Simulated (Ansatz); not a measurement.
## SnPb$_{2}$Se$_{3}$ (Cmcm) at 2 levels of theory

One geometry, relaxed with PBE; plane waves with PAW potentials in Ansatz, scalar-relativistic. No spin polarisation. Gaps are the least over mesh and band path; pressure is positive in compression.

```cif
data_structure
_symmetry_space_group_name_H-M 'Cmcm'
_symmetry_Int_Tables_number 63
_cell_length_a 12.9780
_cell_length_b 12.3223
_cell_length_c 4.4227
_cell_angle_alpha 90.000
_cell_angle_beta 90.000
_cell_angle_gamma 90.000
_cell_volume 707.27
loop_
_atom_site_label
_atom_site_type_symbol
_atom_site_symmetry_multiplicity
_atom_site_Wyckoff_symbol
_atom_site_fract_x
_atom_site_fract_y
_atom_site_fract_z
_atom_site_occupancy
Sn1 Sn 4 c 0.50000 0.36709 0.25000 1
Pb1 Pb 8 g 0.66866 0.86676 0.25000 1
Se1 Se 8 g 0.16300 0.13712 0.25000 1
Se2 Se 4 c 0.50000 0.14360 0.25000 1
```

| level | cutoff (eV) | k mesh | gap (eV) | pressure (GPa) |
| --- | --- | --- | --- | --- |
| PBE | 420 | 4×4×6 | 0.74 | 0.0 |

What comes out on the same cell with r2SCAN?

| level | cutoff (eV) | k mesh | gap (eV) | pressure (GPa) |
| --- | --- | --- | --- | --- |
| r2SCAN | 500 | 4×4×6 | 1.01 | -1.1 |

Spin-orbit coupling matters for the bands of heavy elements and is left out. The cell holds layers, chains or molecules and no dispersion correction was added, so their binding is poorly described.

The structure comes from a generated guess; another structure or a mixture of phases may lie lower.
